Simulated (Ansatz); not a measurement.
Cells of Ge₃N₄ relaxed with PBEsol (plane waves to 420 eV, PAW, scalar-relativistic; Ansatz, an electronic-structure program), each with a space-group label. One label is wrong.

**A**, labelled C2/m (No. 12)
```yaml
crystal:
  lattice:
    - [5.35827, -1.55590, 0.00000]
    - [5.35827, 1.55590, 0.00000]
    - [-1.22999, 0.00000, 4.75407]
  atoms:
    - { symbol: N, position: [0.95382, 0.95382, 0.21459] }
    - { symbol: N, position: [0.66737, 0.66737, 0.31959] }
    - { symbol: N, position: [0.33263, 0.33263, 0.68041] }
    - { symbol: N, position: [0.04618, 0.04618, 0.78541] }
    - { symbol: Ge, position: [0.86373, 0.86373, 0.48912] }
    - { symbol: Ge, position: [0.50000, 0.50000, 0.00000] }
    - { symbol: Ge, position: [0.13627, 0.13627, 0.51088] }
```

**B**, labelled I-43d (No. 220)
```xyz
7
Lattice="4.9844 0.0000 0.0000 0.0000 4.9844 0.0000 0.0000 0.0000 3.0246" Properties=species:S:1:pos:R:3 pbc="T T T"
Ge     0.0000     2.4922     0.6069
Ge     2.4922     0.0000     2.4177
Ge     0.0000     0.0000     1.5123
N      1.4531     0.8995     0.8025
N      3.5313     4.0848     0.8025
N      0.8995     3.5313     2.2221
N      4.0848     1.4531     2.2221
```

**C**, labelled P31m (No. 157)
```xyz
7
Lattice="5.5178 0.0000 0.0000 -2.7589 4.7786 0.0000 0.0000 0.0000 3.5877" Properties=species:S:1:pos:R:3 pbc="T T T"
Ge     2.7589     1.5928     3.5570
Ge     0.0000     3.1857     3.5570
Ge     0.0000     0.0000     3.1211
N      1.0175     1.7623     3.0859
N     -1.7414     3.0162     3.0859
N      3.4828     0.0000     3.0859
N      0.0000     0.0000     1.3375
```

### Question
Which label is wrong, and what should it be (tolerance 0.01 Å)?

### Answer
B: its symmetry is P-4 (No. 81), tP7; a = b = 4.984 Å, c = 3.025 Å, α = β = γ = 90.00°.

Each run could gain symmetry but not lose that of its start, so entries can be saddle points. All of these are generated cells (placed on structure types, drawn at random, substituted or restacked) that were not matched to a known phase here.

No spin polarisation in the result.
